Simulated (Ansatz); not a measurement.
A geometry of La2O3 away from equilibrium: the start of the relaxation of a randomly generated symmetric cell of La2O3 (space group No. 194). These are r2SCAN (plane waves to 500 eV, PAW, scalar-relativistic; Ansatz, a first-principles code) values and carry that method's errors. Γ-centred k-mesh 8×8×4 on the run's cell, Fermi–Dirac smearing 0.05 eV.

```xyz
10
Lattice="4.6862 0.0000 0.0000 -2.3431 4.0584 0.0000 0.0000 0.0000 10.1329" Properties=species:S:1:pos:R:3:forces:R:3 pbc="T T T" free_energy=-28474.645 pressure_GPa=-12.7
La     0.0000     0.0000     0.0000    0.0000    0.0000    0.0000
La     0.0000     0.0000     5.0665    0.0000    0.0000    0.0000
La     0.0000     2.7056     2.5332    0.0000    0.0000    0.0000
La     2.3431     1.3528     7.5997    0.0000    0.0000    0.0000
O      0.0000     0.0000     2.5332    0.0000    0.0000    0.0000
O      0.0000     0.0000     7.5997    0.0000    0.0000    0.0000
O      0.0000     2.7056     6.8200    0.0000    0.0000   -0.4640
O      0.0000     2.7056     8.3794    0.0000    0.0000    0.4640
O      2.3431     1.3528     3.3129    0.0000    0.0000    0.4640
O      2.3431     1.3528     1.7535    0.0000    0.0000   -0.4640
```

Positions in Å, forces in eV/Å, free energy of the cell in eV (comparable only within this code, potentials and settings). Largest force: 0.46 eV/Å, on O7, O8, O9, O10 (atoms numbered as listed); the geometry lies 1.52 eV/atom above the end of its relaxation.

No spin polarisation in the result.

The run could not lose the symmetry of its start: the end is stationary, and may be a saddle point rather than a minimum.

The end of the path is a generated cell of La2O3: the first start was made by a random draw of sites in a space group, and the end was not matched to a known phase here, so it may be hypothetical. Known forms of La2O3 include space group No. 164.
